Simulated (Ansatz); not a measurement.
Given:

YGe:
Space group Cmcm (No. 63); a = 4.284 Å, b = 10.731 Å, c = 3.955 Å, α = β = γ = 90.00°

```tsv
atom	site	symmetry	x	y	z
Y	4c	m2m	0.0000	0.1385	0.7500
Ge	4c	m2m	0.0000	0.5847	0.2500
```
(The calculation used a cell of 4 atoms; values per cell refer to that cell.)

This is the r²SCAN-relaxed structure.

Q: All from r²SCAN in the plane-wave PAW code Ansatz, unless another level is named. Give the electronic character.

A: metallic (no gap).

Q: And the formation energy from the elements (no fitted shifts)?

A: -1.00 eV/atom.

Q: Give the density of states at the Fermi level.

A: 0.45 states/eV per atom (mean over ±0.08 eV).

The first step of the workflow began from a Materials Project structure, measured or hypothetical; the Crystallography Open Database copy checked does not list it. Whether it is the stable phase at ambient conditions was not checked. Symmetry was held in the r²SCAN relaxation; whether a distortion lowers the energy is not shown. No spin polarisation was allowed. The references are the lowest solids computed at this level, not always the standard phases. Scalar-relativistic: spin–orbit coupling is off unless named, which matters more the heavier the elements.

Potentials: the later of the program's two PAW sets.
